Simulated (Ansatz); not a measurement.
LaTiO3:
```xyz
5
Lattice="3.9330 0.0000 0.0000 0.0000 3.9330 0.0000 0.0000 0.0000 3.9330" Properties=species:S:1:pos:R:3 pbc="T T T"
O      1.9665     1.9665     0.0000
O      0.0000     1.9665     1.9665
O      1.9665     0.0000     1.9665
Ti     1.9665     1.9665     1.9665
La     0.0000     0.0000     0.0000
```

Relaxed with r²SCAN.

Q: Give the Bader charges and basin volumes of the independent atoms, plane-wave PAW r²SCAN (Ansatz code).

A: 

```json
[
 {"atom": "O1", "Bader charge (e)": "-1.38", "Bader volume (Å³)": "11.8"},
 {"atom": "Ti4", "Bader charge (e)": "+2.08", "Bader volume (Å³)": "7.0"},
 {"atom": "La5", "Bader charge (e)": "+2.05", "Bader volume (Å³)": "18.4"}
]
```

Space group Pm-3m (cubic perovskite). The workflow started from an entry of the Crystallography Open Database (COD), which files this formula under 2 space groups. Its standing as an ambient phase is unchecked. Symmetry was held in the r²SCAN relaxation; its stability against distortions is not shown here. No spin polarisation was allowed. Spin–orbit coupling is left out wherever it is not named.

Potentials: the later of the program's two PAW sets.
